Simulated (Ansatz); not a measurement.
The calculation used Ansatz, DFT, r2SCAN, plane waves (500 eV) with PAW, scalar-relativistic. The PAW files were generated under PBE, with cores re-solved for the functional.

An element in the omega (AlB2-type) structure gives this curve. The cell is scaled uniformly from the relaxed one, with fractional coordinates and shape fixed. Energies are extrapolated to zero smearing, pressures are those at the given smearing. Magnetic state: ferromagnetic.

| V (Å³/atom) | E − E₀ (meV/atom) | P (GPa) | sphere moment (μB) |
| --- | --- | --- | --- |
| 21.778 | 72.2 | 8.44 | 0.36 |
| 22.768 | 30.5 | 5.18 | 0.41 |
| 23.758 | 7.2 | 2.40 | 0.44 |
| 24.748 | 0.0 | 0.02 | 0.46 |
| 25.738 | 6.3 | -2.01 | 0.48 |
| 26.728 | 24.3 | -3.73 | 0.49 |
| 27.718 | 52.0 | -5.17 | 0.50 |

Q: Which element is it?
A. tin
B. scandium
C. magnesium
D. zirconium

A: B. Its fit is V₀ = 24.76 Å³/atom, B₀ = 55 GPa, B₀′ = 3.0.
